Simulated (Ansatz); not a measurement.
Computed with DFT PBE, scalar-relativistic, plane waves, PAW in Ansatz 0.2.0. Settings: cutoff 420 eV, Γ-centred meshes spaced at most about 0.3 Å⁻¹, and about 0.25 Å⁻¹ or finer for metals (2π included), Gaussian smearing. No spin polarisation in the final relaxations.

Temperature and zero-point effects are left out. All come from trial cells, and lower structures may exist.

Task: Order these relaxed structures of TaNb₂N₃ by energy, lowest first, with the energy over the lowest of them.
A.

```cif
data_structure
_symmetry_space_group_name_H-M 'P6/mmm'
_symmetry_Int_Tables_number 191
_cell_length_a 5.4369
_cell_length_b 5.4369
_cell_length_c 2.8664
_cell_angle_alpha 90.000
_cell_angle_beta 90.000
_cell_angle_gamma 120.000
_cell_volume 73.38
loop_
_atom_site_label
_atom_site_type_symbol
_atom_site_symmetry_multiplicity
_atom_site_Wyckoff_symbol
_atom_site_fract_x
_atom_site_fract_y
_atom_site_fract_z
_atom_site_occupancy
Ta1 Ta 1 a 0.00000 0.00000 0.00000 1
Nb1 Nb 2 c 0.33333 0.66667 0.00000 1
N1 N 3 g 0.50000 0.00000 0.50000 1
```

B.

```cif
data_structure
_symmetry_space_group_name_H-M 'R-3m:H'
_symmetry_Int_Tables_number 166
_cell_length_a 5.0379
_cell_length_b 5.0379
_cell_length_c 12.9852
_cell_angle_alpha 90.000
_cell_angle_beta 90.000
_cell_angle_gamma 120.000
_cell_volume 285.41
loop_
_atom_site_label
_atom_site_type_symbol
_atom_site_symmetry_multiplicity
_atom_site_Wyckoff_symbol
_atom_site_fract_x
_atom_site_fract_y
_atom_site_fract_z
_atom_site_occupancy
Ta1 Ta 3 b 0.66667 0.33333 0.83333 1
Nb1 Nb 6 c 0.00000 0.00000 0.73839 1
N1 N 9 d 0.16667 0.33333 0.83333 1
```

C.

```cif
data_structure
_symmetry_space_group_name_H-M 'P4/mmm'
_symmetry_Int_Tables_number 123
_cell_length_a 4.3056
_cell_length_b 4.3056
_cell_length_c 4.2385
_cell_angle_alpha 90.000
_cell_angle_beta 90.000
_cell_angle_gamma 90.000
_cell_volume 78.58
loop_
_atom_site_label
_atom_site_type_symbol
_atom_site_symmetry_multiplicity
_atom_site_Wyckoff_symbol
_atom_site_fract_x
_atom_site_fract_y
_atom_site_fract_z
_atom_site_occupancy
Ta1 Ta 1 d 0.50000 0.50000 0.50000 1
Nb1 Nb 2 f 0.50000 0.00000 0.00000 1
N1 N 2 e 0.50000 0.00000 0.50000 1
N2 N 1 c 0.50000 0.50000 0.00000 1
```

Result: C (0 meV/atom), A (576 meV/atom), B (972 meV/atom). Forms: C P4/mmm; A P6/mmm; B R-3m. Counting N atoms around Nb and Ta (those within 1.25 times the shortest such distance or 1.15 times the sum of covalent radii; the shortest distance is added where it is long for a bond): C has Ta 6, Nb 4; A has Ta 12 from 3.1 Å, Nb 6; B has Ta 6, Nb 3.

These runs have no spin–orbit coupling, which can matter for Ta. Cells relaxed within their symmetry can be saddle points. Some candidate types were left out of the draw beforehand, so a known form may be missing.
